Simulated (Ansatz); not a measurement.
Antifluorite Mg2C, relaxed with r2SCAN in the plane-wave code Ansatz. It is cubic, Fm-3m (No. 225); conventional cell a = 5.422 Å, 13.28 Å³ an atom. C has 8 Mg at 2.35 Å; Mg has 4 C at 2.35 Å.

The axes x, y and z are those of this cell:
```yaml
crystal:
  lattice:
    - [0.00000, 2.71094, 2.71094]
    - [2.71094, 0.00000, 2.71094]
    - [2.71094, 2.71094, 0.00000]
  atoms:
    - { symbol: C, position: [0.00000, 0.00000, 0.00000] }
    - { symbol: Mg, position: [0.25000, 0.25000, 0.25000] }
    - { symbol: Mg, position: [0.75000, 0.75000, 0.75000] }
```

Unstrained: PBE gives an indirect gap of 0.744 eV, from Γ–K (0.10 of the way from Γ) to X; the least direct gap is 1.495 eV at Γ. With r2SCAN the valence top lies at Γ–K (0.10 of the way from Γ) and the conduction bottom at X, 1.114 eV higher; the smallest vertical gap, at Γ, is 1.958 eV. The HSE06 gap is indirect, 1.396 eV (Γ–K (0.10 of the way from Γ) to X), below the direct gap of 2.310 eV at Γ. Meshes: PBE 8×8×8, r2SCAN 8×8×8, HSE06 6×6×6. Strains are changes of length per length, and xy shears are angles. After each strain the atoms were relaxed again with r2SCAN within the symmetry that the strain leaves, so tilts or polar shifts that break it weren't tested; points keep the names that they have in the unstrained zone. Note: simulated data, non-magnetic, for a generated structure that need not be the stable one.

Q: Apply epitaxial +5.97 % in the xy plane, free normal strain +0.33 %. How far does the gap move, against the unstrained cell?

A: PBE: the gap goes from 0.744 to 0.484 eV (-0.260 eV); the edges go from Γ–K (0.10) → X to Γ → X. r2SCAN: the gap goes from 1.114 to 0.820 eV (-0.294 eV); the edges go from Γ–K (0.10) → X to Γ → X. HSE06: the gap goes from 1.396 to 1.074 eV (-0.322 eV); the edges go from Γ–K (0.10) → X to Γ → X. The r2SCAN energy rises by 76.8 meV an atom.

Q: One strain changed the r2SCAN stress by xx +26.29, yy +26.29, zz +26.29 GPa (compression positive) and the gap by -0.008 eV (PBE), +0.010 eV (r2SCAN), +0.070 eV (HSE06). Which kind of strain was it, and roughly how large?

A: Isotropic -6.0 % on every length. The pattern of the stress gives the kind; the size needs the stiffness, so it is an estimate.

Q: Estimate what xy shear, engineering strain (angle) +3.54 % does to the gap.

A: PBE: the gap goes from 0.744 to 0.651 eV (-0.093 eV); the edges go from Γ–K (0.10) → X to Γ → X. r2SCAN: the gap goes from 1.114 to 1.018 eV (-0.096 eV); the edges go from Γ–K (0.10) → X to Γ → X. HSE06: the gap goes from 1.396 to 1.314 eV (-0.082 eV); the edges go from Γ–K (0.10) → X to Γ → X. The r2SCAN energy rises by 3.2 meV an atom.

Where an edge lies off the special points, it is a point of the mesh or the k point where a search put PBE's edge or least direct gap, reused for the other functionals, whose own edges may lie a little apart.

The meshes of the hybrids are coarse, so their gaps aren't converged to the digits shown.
